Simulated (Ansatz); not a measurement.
Data:

SnO₂:
```yaml
crystal:
  lattice:
    - [4.75989, 0.00000, 0.00000]
    - [0.00000, 4.75989, 0.00000]
    - [0.00000, 0.00000, 3.20084]
  atoms:
    - { symbol: Sn, position: [0.00000, 0.00000, 0.00000] }
    - { symbol: Sn, position: [0.50000, 0.50000, 0.50000] }
    - { symbol: O, position: [0.30591, 0.30591, 0.00000] }
    - { symbol: O, position: [0.80591, 0.19409, 0.50000] }
    - { symbol: O, position: [0.19409, 0.80591, 0.50000] }
    - { symbol: O, position: [0.69409, 0.69409, 0.00000] }
```

This is the r²SCAN-relaxed structure.

**Question.** All from r²SCAN (plane waves, PAW; program Ansatz), unless another level is named. Estimate the hole effective mass with spin–orbit coupling.

**Answer.** 1.3, 1.3, 1.7 mₑ (principal values).

**Question.** Next, the gap with spin–orbit coupling?

**Answer.** 1.77 eV.

**Question.** Give the valence-band maximum.

**Answer.** at Γ.

**Question.** Give the weight of the valence-edge state by species (Voronoi cells).

**Answer.** O 99 %.

Space group P4_2/mnm (rutile). The r²SCAN relaxation kept the symmetry of its start; of distortions, only those at the zone centre were tested. Spin–orbit coupling is left out wherever it is not named.

Potentials: the later of the program's two PAW sets.
